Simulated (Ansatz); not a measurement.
Problem. Si₂Ni (fluorite or antifluorite type, space group No. 225) is relaxed with DFT-LDA in the program Ansatz with PAW potentials. What lattice parameters of the conventional cell result?

Solution. a = 5.348 Å.

Problem. Is it a metal or does it have a gap at this level?

Solution. No gap at this level.

Space group Fm-3m (fluorite or antifluorite type). The LDA relaxation kept the symmetry of its start; of distortions, only those at the zone centre were tested. The run is not spin-polarised.

Potentials: the later of the program's two PAW sets.
